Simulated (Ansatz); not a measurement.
Relaxed-ion elastic tensor of BeS in space group P6_422 (No. 181; Be on 3c, S on 3d) in GPa (Voigt order), LDA (plane waves, PAW; program Ansatz); density 2.67 g/cm³, 12.80 Å³ per atom.

```
 208  61.0  58.0   0.0   0.0   0.0
61.0   208  58.0   0.0   0.0   0.0
58.0  58.0   223   0.0   0.0   0.0
 0.0   0.0   0.0  71.9   0.0   0.0
 0.0   0.0   0.0   0.0  71.9   0.0
 0.0   0.0   0.0   0.0   0.0  73.3
```

### Question
Is the crystal mechanically stable?

### Answer
Yes: the smallest eigenvalue of C is 71.9 GPa.

### Question
Work out the Voigt, Reuss and Hill averages.

### Answer
K_V = 110, K_R = 110, K_H = 110; G_V = 74.1, G_R = 74.0, G_H = 74.1 GPa.

### Question
Give Young's modulus, Poisson's ratio, Pugh's ratio and the universal anisotropy index.

### Answer
E = 9KG/(3K + G) = 182 GPa; ν = 0.23; K/G = 1.49 (brittle by the Pugh limit of 1.75); A_U = 5G_V/G_R + K_V/K_R − 6 = 0.01.

### Question
Estimate the sound speeds and the Debye temperature.

### Answer
v_l = √((K + 4G/3)/ρ) = 8850 m/s, v_t = √(G/ρ) = 5270 m/s, mean 5840 m/s; Θ = (h/k)(3n/4πV)^(1/3) v_m = 743 K.

### Question
Solve the Christoffel equation for the three sound speeds along x, y, z.

### Answer
Eigenvalues of C_ijkl n_j n_l equal ρv² (piezoelectric stiffening left out). In km/s, slowest first: x 5.20, 5.24, 8.82; y 5.20, 5.24, 8.82; z 5.20, 5.20, 9.14.

### Question
How much does each axis shrink under pressure?

### Answer
Linear compressibilities β_i = Σ_j S_ij (j = 1 to 3): x 3.1, y 3.1, z 2.9 per TPa.

The start of the workflow was typed in or built on a structure type; neither database checked (COD, Materials Project) lists it. COD files the formula under space group No. 216, so this cell is another polymorph or a model. Whether it is the stable phase at ambient conditions was not checked. Symmetry was held in the LDA relaxation; of distortions, only those at the zone centre were tested. A crystal of weakly bound chains computed without a dispersion correction: the cell and the soft elastic constants depend strongly on that.

Potentials: the later of the program's two PAW sets.
